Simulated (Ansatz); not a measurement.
**Clamped-ion strain scan in Sn**

The calculation used Ansatz, DFT PBEsol, scalar-relativistic, plane waves, PAW. Settings: plane waves to 420 eV, k-mesh 12×12×12 (Γ-centred), Gaussian smearing 0.15 eV. No spin polarisation. Energies are free energies at this smearing, counted from the undisturbed cell; pressure is positive in compression.

Reference structure (as given, not relaxed at this level; it stands at 1.0 GPa):

```
Sn
1.0
     0.00000    3.24560    3.24560
     3.24560    0.00000    3.24560
     3.24560    3.24560    0.00000
Sn
2
Direct
  0.50000 0.50000 0.50000
  0.75000 0.75000 0.75000
```

The cell is strained by ε times the Voigt pattern (1, -1, 0, 0, 0, 0) (xx, yy, zz, yz, xz, xy; engineering shear) with fractional coordinates fixed. The cell is metallic on the mesh throughout.

```csv
ε,ΔE (meV/atom)
-0.1000,63.3
-0.0500,16.4
0.0000,0.0
0.0125,1.0
0.0250,4.1
0.0375,9.3
0.0625,25.5
0.0750,36.5
0.0875,49.1
```

(1) Predict the pressure (GPa) at each point.

Answers

(1)
| ε | pressure (GPa) |
| --- | --- |
| -0.1000 | 1.1 |
| -0.0500 | 1.1 |
| 0.0000 | 1.0 |
| 0.0125 | 1.0 |
| 0.0250 | 1.0 |
| 0.0375 | 1.0 |
| 0.0625 | 1.1 |
| 0.0750 | 1.1 |
| 0.0875 | 1.1 |